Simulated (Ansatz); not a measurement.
## Settings and field gradients in KCaSiHO4

Cell: a computed structure from the Materials Project (it need not be an observed phase), atoms as given.

```cif
data_KCaSiHO4
_symmetry_space_group_name_H-M 'P2_1'
_symmetry_Int_Tables_number 4
_cell_length_a 5.6081
_cell_length_b 7.5392
_cell_length_c 5.6563
_cell_angle_alpha 90.000
_cell_angle_beta 118.598
_cell_angle_gamma 90.000
loop_
_atom_site_label
_atom_site_type_symbol
_atom_site_symmetry_multiplicity
_atom_site_Wyckoff_symbol
_atom_site_fract_x
_atom_site_fract_y
_atom_site_fract_z
K K 2 a 0.3542 0.7668 0.7208
Ca Ca 2 a 0.9952 0.5151 0.0070
Si Si 2 a 0.6811 0.7546 0.3754
H H 2 a 0.9599 0.9975 0.4649
O9 O 2 a 0.3490 0.7620 0.2159
O11 O 2 a 0.8124 0.7598 0.7056
O13 O 2 a 0.8089 0.5896 0.2820
O15 O 2 a 0.8084 0.9377 0.2936
```

One atom of each set is listed.

Reference run. The numbers come from a DFT calculation in Ansatz (PBE, plane waves and PAW, scalar-relativistic, 420 eV cutoff, Γ-centred 5×3×5 k-points, Fermi–Dirac smearing 0.02 eV).

It gives V_zz (10²¹ V/m²) O15 9.04 (η 0.88), Si 3.37 (η 0.41), Ca 3.08 (η 0.65), among others. Each of these runs changes the input as listed (caps on SCF iterations aside):

A. scf.max_iter: not typed → 1
B. basis.xc_grid: not typed → 4; scf.algorithm: not typed → direct_min

Task: Which of these changes matter for the gradients?

Result: 

```json
{"run": "A", "O15 V_zz (η)": "–", "Si V_zz (η)": "–", "Ca V_zz (η)": "–", "largest change of a gradient tensor, all atoms": "–", "note": "not converged"}
{"run": "B", "O15 V_zz (η)": "9.04 (0.88)", "Si V_zz (η)": "3.37 (0.41)", "Ca V_zz (η)": "3.08 (0.65)", "largest change of a gradient tensor, all atoms": "0.00", "note": "converged"}
```

Run B, the only one that finished, moves no gradient tensor by more than 0.01. Run A holds a cap of too few SCF iterations.
